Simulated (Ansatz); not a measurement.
# LaEuSi4Pd3Au: frames of a relaxation, 2 Eu, 2 La on the 4 sites of Eu, cell and atoms relaxed

Level of theory: PBEsol, collinear spin, scalar-relativistic; Ansatz, plane waves to 420 eV (PAW set soft_2), k-mesh 4×4×2.

Positions in Å and forces in eV/Å; free energies count from the last frame, each frame in a plane-wave basis chosen at its own cell.

```
20
Lattice="4.228 4.228 0.000 4.228 -4.228 0.000 0.000 0.000 -9.978" Properties=species:S:1:pos:R:3:forces:R:3 pbc="T T T" step=1 dE=0.147eV
Au    2.137    2.103   -9.955   -0.016    0.102   -0.078
Au    2.125   -2.109   -9.944   -0.169   -0.178   -0.178
La    2.115   -0.009   -2.509    0.023   -0.084    0.003
Eu    6.386    0.056   -2.491   -0.310   -0.318    0.035
La    4.247   -2.100   -7.492   -0.166   -0.175    0.358
Eu    4.200    2.100   -7.485    0.183    0.072    0.197
Pd    4.234   -0.044   -4.973   -0.083    0.237    0.016
Pd   -0.029   -0.009   -4.974    0.195   -0.072   -0.183
Pd    4.228   -0.037   -9.958    0.042    0.196   -0.121
Pd    0.023   -0.010   -9.962   -0.137   -0.002    0.003
Pd    2.103    2.100   -4.982    0.037    0.087   -0.023
Pd    2.087   -2.166   -4.975    0.003    0.381   -0.091
Si    4.205    2.129   -1.354    0.274   -0.173    0.331
Si    4.256   -2.142   -1.335   -0.105    0.180    0.119
Si    2.151    0.018   -6.293   -0.325   -0.281    0.843
Si    6.309    0.004   -6.279    0.231   -0.113    0.476
Si    2.093   -0.015   -8.597    0.145    0.067   -0.461
Si    6.353   -0.003   -8.593   -0.030    0.033   -0.513
Si    4.223   -2.132   -3.699    0.022    0.031   -0.237
Si    4.192    2.104   -3.678    0.185    0.009   -0.496
```

```
20
Lattice="4.231 4.231 0.000 4.249 -4.249 0.000 0.000 0.000 -9.936" Properties=species:S:1:pos:R:3:forces:R:3 pbc="T T T" step=6 dE=0.000eV
Au    2.122    2.115   -9.925    0.000    0.000    0.000
Au    2.116   -2.140   -9.925    0.000    0.000    0.000
La    2.119   -0.013   -2.495    0.000    0.000    0.000
Eu    6.359   -0.022   -2.486    0.000    0.000    0.000
La    4.243   -2.137   -7.420    0.000    0.000   -0.001
Eu    4.234    2.103   -7.429    0.000    0.000    0.000
Pd    4.243   -0.013   -4.958    0.000    0.000    0.000
Pd   -0.005   -0.012   -4.957   -0.001   -0.001    0.000
Pd    4.237   -0.019   -9.925    0.000    0.000    0.000
Pd    0.001   -0.006   -9.925    0.000    0.000    0.000
Pd    2.119    2.112   -4.957    0.001    0.001    0.000
Pd    2.119   -2.137   -4.957   -0.001   -0.001    0.000
Si    4.234    2.103   -1.334    0.000    0.000    0.000
Si    4.243   -2.137   -1.330    0.000    0.000    0.001
Si    2.119   -0.013   -6.205    0.000    0.000    0.001
Si    6.359   -0.022   -6.214    0.000    0.000    0.000
Si    2.119   -0.013   -8.585    0.000    0.000   -0.001
Si    6.359   -0.021   -8.581    0.000    0.000    0.000
Si    4.243   -2.137   -3.710    0.000    0.000   -0.001
Si    4.234    2.103   -3.701    0.000    0.000    0.000
```

Caveats: 4f shell without a U, which puts 4f levels too near the Fermi level; open f or d shells may hold a state above the lowest.
